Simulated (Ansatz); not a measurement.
Ba2ZnN2:
Space group I4/mmm (No. 139); a = 4.1243 Å, b = 4.1243 Å, c = 12.7947 Å, α = 90.00°, β = 90.00°, γ = 90.00°

```
atom  site  symmetry       x       y       z
----  ----  --------  ------  ------  ------
Ba      4e       4mm  0.0000  0.0000  0.3445
Zn      2a     4/mmm  0.0000  0.0000  0.0000
N       4e       4mm  0.0000  0.0000  0.1419
```
(The calculation used a cell of 5 atoms; values per cell refer to that cell.)

Relaxed with PBEsol. PBEsol in the plane-wave PAW code Ansatz gives a gap of 0.42 eV.

Q: What gap does HSE06 give on the same cell (Ansatz, PAW)?

A: 1.20 eV, 0.78 eV more. The hybrid was solved on a coarser mesh and at special points; its gap is the smallest among all of these.

Cost on shared cores: the PBEsol run (SCF on a 9×9×9 mesh, then bands and DOS) about 60 core-seconds (a rough figure), the HSE06 run (SCF on 6×6×6, then a few points) around 5 core-minutes (rough); the tasks are unlike.

The workflow started from a Materials Project entry (that database holds measured and hypothetical structures alike); the Crystallography Open Database files this formula in space group No. 139, but the cells were not matched. Whether it is the stable phase at ambient conditions was not checked. Symmetry was held in the PBEsol relaxation; whether a distortion lowers the energy is not shown. Scalar-relativistic: spin–orbit coupling is off unless named, which matters more the heavier the elements.

Potentials: the later of the program's two PAW sets.
